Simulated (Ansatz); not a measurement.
This cell of Nb (bcc, W type) is off equilibrium:

```yaml
crystal:
  lattice:
    - [-1.65896, 1.65896, 1.59260]
    - [1.65896, -1.65896, 1.59260]
    - [1.65896, 1.65896, -1.59260]
  atoms:
    - { symbol: Nb, position: [0.00000, 0.00000, 0.00000] }
```

Method: r2SCAN (plane waves to 500 eV, PAW, scalar-relativistic; Ansatz, a first-principles code). k mesh 20×20×20 (Γ-centred), Fermi-Dirac smearing 0.05 eV. E stands for the smeared free energy. Stress and pressure are positive under compression. With partly filled bands, the response to shear is sensitive to the k mesh, so small differences along c/a are uncertain. Nb is run without spin polarisation. Nb was relaxed with its symmetry unable to fall.

Q: Give the stress tensor in GPa and the pressure.

A: 
```
    3.6      0.0      0.0
    0.0      3.6      0.0
    0.0      0.0      8.0
```
The pressure, a third of the trace, is 5.1 GPa.

Q: It is the relaxed cell deformed to V/V₀ = 0.973, (c/a)/(c/a)₀ = 0.960, c along z, fractional positions held. What is its energy relative to the relaxed cell?

A: 14 meV/atom.

(Under strain, the slope of the energy per volume gives the stress and its curvature an elastic modulus.)
